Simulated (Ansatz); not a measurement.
Ir (fcc (Cu type), Fm-3m) at seven volumes, the program Ansatz at the r²SCAN level (PAW), scaled uniformly. One row is withheld.

| V (Å³/atom) | P (GPa) |
|---|---|
| 12.924 | 45.10 |
| 13.350 | 27.29 |
| 13.776 | 12.42 |
| 14.202 | 0.00 |
| 14.628 | ? |
| 15.054 | -18.97 |
| 15.480 | -26.12 |

Q: Fit the shown pressures and predict the withheld one.

A: P = (3/2)B₀(x^(7/2) − x^(5/2))[1 + (3/4)(B′ − 4)(x − 1)] with x = (V₀/V)^(2/3). Least squares on the six rows gives V₀ = 14.203 Å³/atom, B₀ = 377 GPa, B′ = 5.04. At V = 14.628, x = 0.9805 and P = -10.32 GPa. The run itself gave -10.35 GPa.

Symmetry was held in the r²SCAN relaxation. No spin polarisation was allowed. Spin–orbit coupling is left out wherever it is not named.

Potentials: the later of the program's two PAW sets.
